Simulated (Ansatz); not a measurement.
An elastic constant from a strain scan in VN2

Method: Ansatz, DFT PBEsol, scalar-relativistic, plane waves, PAW. Settings: plane waves to 420 eV, k-mesh 16×16×16 (Γ-centred), Gaussian smearing 0.15 eV. No spin polarisation. Energies are free energies at this smearing, counted from the undisturbed cell; pressure is positive in compression.

Reference structure (relaxed at this level; with this scan's settings it stands at 0.1 GPa):

```
V N
1.0
    -2.13032    2.13032    2.45528
     2.13032   -2.13032    2.45528
     2.13032    2.13032   -2.45528
V N
2 4
Direct
  0.25000 0.25000 0.00000
  0.75000 0.75000 0.00000
  0.11426 0.61426 0.72852
  0.61426 0.88574 0.50000
  0.88574 0.38574 0.27148
  0.38574 0.11426 0.50000
```

The cell is strained by ε times the Voigt pattern (1, -1, 0, 0, 0, 0) (xx, yy, zz, yz, xz, xy; engineering shear) with fractional coordinates fixed. The cell holds 6 atoms in V0 = 44.57 Å³. The stress column is τ = (1/V0) dE/dε, got from the stress tensor σ (compression positive) at each point as −det(1 + εP) σ : P(1 + εP)⁻¹, with P the pattern as a tensor.

| ε | ΔE (meV/atom) | τ (GPa) |
| --- | --- | --- |
| -0.0175 | 7.177 | -17.683 |
| -0.0150 | 5.271 | -15.161 |
| -0.0125 | 3.661 | -12.638 |
| -0.0100 | 2.345 | -10.112 |
| -0.0075 | 1.317 | -7.586 |
| -0.0050 | 0.585 | -5.058 |
| -0.0025 | 0.145 | -2.529 |
| 0.0000 | 0.000 | 0.000 |
| 0.0025 | 0.145 | 2.529 |
| 0.0050 | 0.585 | 5.058 |
| 0.0075 | 1.317 | 7.586 |
| 0.0100 | 2.345 | 10.112 |
| 0.0125 | 3.661 | 12.638 |
| 0.0150 | 5.271 | 15.161 |
| 0.0175 | 7.177 | 17.683 |
| 0.0200 | ? | ? |

Q: Which combination of elastic constants does this scan measure, and how large is it?

A: For small ε, τ = τ0 + Kε with K = pᵀCp, which for this pattern is C11 + C22 − 2 C12 in the Cartesian frame shown. The parabola through τ at ε = -0.0025, 0 and 0.0025 has slope K = 1012 GPa at zero. The energies per cell, E = NΔE, of the same two points give K = 2[E(ε₊)/ε₊ − E(ε₋)/ε₋]/[(ε₊ − ε₋)V0] = 1001 GPa, in agreement. These are clamped-ion values.

Q: Predict the withheld row at ε = 0.0200 from the harmonic law, and compare.

A: ΔE = V0(τ0 ε + Kε²/2)/N = 9.380 meV/atom and τ = 20.23 GPa. The calculation gives 9.372 meV/atom and 20.20 GPa, a miss of 0.01 meV/atom at most, so the harmonic law still holds here.

Forces appear on the atoms along this scan, and letting them relax would lower the energy and soften the response. In a metal these slopes depend on the k mesh and the smearing.

Cost: 9 runs of about 2.9 core-minutes in all, on Intel Xeon 6975P-C (Granite Rapids) (shared hosts).